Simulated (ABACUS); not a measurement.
Set-up for a self-consistent single point of CdS (P3m1, 4 atoms in the cell; from Materials Project mp-672, changed as shown).

```
CELL_PARAMETERS angstrom
      4.16884     0.00000     0.00000
     -2.08442     3.61032     0.00000
      0.00000     0.00000     6.77962
ATOMIC_POSITIONS crystal
  Cd 0.66667 0.33333 0.50022
  Cd 0.33333 0.66667 0.00022
  S  0.66667 0.33333 0.87678
  S  0.33333 0.66667 0.36498
```

Method: PBE, numerical atomic orbitals TZDP (confined pseudo-atomic orbitals with Gaussian additions; energy shift 0.003 Ry), PseudoDojo 0.5 standard norm-conserving PBE (tails mended) pseudopotentials run with ABACUS.

ABACUS settings:

| setting | value |
|---|---|
| basis | TZDP numerical atomic orbitals, energy shift 0.003 Ry |
| KPT | Gamma 5 5 3 0 0 0 |
| basis_type | lcao |
| ecutwfc | 100 Ry |
| smearing_method | gaussian |
| smearing_sigma | 0.000734986 Ry |
| potentials | PseudoDojo 0.5 standard norm-conserving PBE (tails mended) |
| symmetry | 1 |
| ks_solver | genelpa |
| scf_nmax | 100 |
| scf_thr | 1.0e-06 |
| mixing_type | broyden |
| mixing_beta | 0.7 |

Results:

Number of valence electrons: 52
Number of bands: 36
Number of k-points after the program's reduction: 24
Size of the basis: 122
Number of SCF iterations: 9
Free energy E − TS: -10143.2371 eV
Pressure: 1.80 GPa
Largest force (vector length): 0.683 eV/Å

Forces (eV/Å):
```json
[
 {"atom": "Cd1", "Fx": "0.000", "Fy": "0.000", "Fz": "-0.090"},
 {"atom": "Cd2", "Fx": "0.000", "Fy": "0.000", "Fz": "-0.397"},
 {"atom": "S3", "Fx": "0.000", "Fy": "0.000", "Fz": "-0.197"},
 {"atom": "S4", "Fx": "0.000", "Fy": "0.000", "Fz": "0.683"}
]
```

Stress (GPa, positive for compression):
```
1.27  0.00  0.00
0.00  1.27  0.00
0.00  0.00  2.87
```

For comparison: a first run was changed to give this one (atom 4 moved by -0.08 angstrom along z), and from it to this one the free energy rises by 6.5 meV/atom, the pressure stays near 1.80 GPa while the zz stress (positive for compression) goes from 1.70 to 2.87 GPa and the largest force goes from under 0.1 to 0.68 eV/Å.

The atom-centred basis is finite, which shifts total energies, pressures and forces against plane waves. The structure comes from a collection of computed structures, made at another level of theory; the collection holds predicted forms beside known ones.

Cost on one core: around 50 core-seconds (rough).

The atomic orbitals were generated for these runs; they are not ABACUS's published sets and were checked against plane waves on a few crystals only.

“Tails mended”: in these copies of the files the far tail of each local potential was reset to the Coulomb form.
